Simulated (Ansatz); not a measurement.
All numbers below come from DFT PBE, scalar-relativistic, plane waves, PAW (Ansatz 0.2.0). Settings: cutoff 420 eV, Γ-centred meshes spaced at most about 0.3 Å⁻¹, and about 0.25 Å⁻¹ or finer for metals (2π included), Gaussian smearing. Collinear spin in cells that started with moments and kept them past the coarse steps, no spin elsewhere.

All energies are static (0 K, no zero-point motion). All come from trial cells, and lower structures may exist.

Question: These unrelaxed guesses for WBr2F2 are each relaxed within their symmetry. Order them by the energy at which they end, lowest first.
1.

```
W Br F
1.0
     0.00000    2.85039    6.18819
     2.82150    0.00000    6.18819
     2.82150    2.85039    0.00000
W Br F
1 2 2
Direct
  0.00000 0.00000 0.00000
  0.36320 0.36320 0.63680
  0.63680 0.63680 0.36320
  0.75000 0.75000 0.75000
  0.25000 0.25000 0.25000
```

2.

```
W Br F
1.0
     3.90131    0.00000    0.00000
    -1.95066    3.37863    0.00000
     0.00000    0.00000    6.70083
W Br F
1 2 2
Direct
  0.00000 0.00000 0.00000
  0.33333 0.66667 0.27008
  0.66667 0.33333 0.72992
  0.66667 0.33333 0.35001
  0.33333 0.66667 0.64999
```

3.

```
W Br F
1.0
     4.20712    0.00000    0.00000
    -2.10356    3.64348    0.00000
     0.00000    0.00000    8.22692
W Br F
1 2 2
Direct
  0.66667 0.33333 0.00000
  0.66667 0.33333 0.50000
  0.33333 0.66667 0.00000
  0.00000 0.00000 0.70553
  0.00000 0.00000 0.29447
```

4.

```
W Br F
1.0
     3.59348    0.00000    0.00000
    -1.79674    3.11205    0.00000
     0.00000    0.00000    9.03246
W Br F
1 2 2
Direct
  0.00000 0.00000 0.50000
  0.33333 0.66667 0.83430
  0.66667 0.33333 0.16570
  0.33333 0.66667 0.35475
  0.66667 0.33333 0.64525
```

Answer: 4 (ends in P-3m1, 0 meV/atom), 3 (ends in P-6m2, 221 meV/atom), 2 (ends in P-3m1, 0.34 eV/atom), 1 (ends in I4/mmm, 0.63 eV/atom).

No dispersion correction is applied, so the spacing and binding between layers, chains or molecules are poorly described (P-3m1 at 19.7 Å³/atom, P-3m1 at 19.1 Å³/atom, I4/mmm), and this can change margins and order among such cells. These runs have no spin–orbit coupling, which can matter for W. The magnetic state reached may not be the lowest. Cells relaxed within their symmetry can be saddle points. Some candidate types were left out of the draw beforehand, so a known form may be missing.
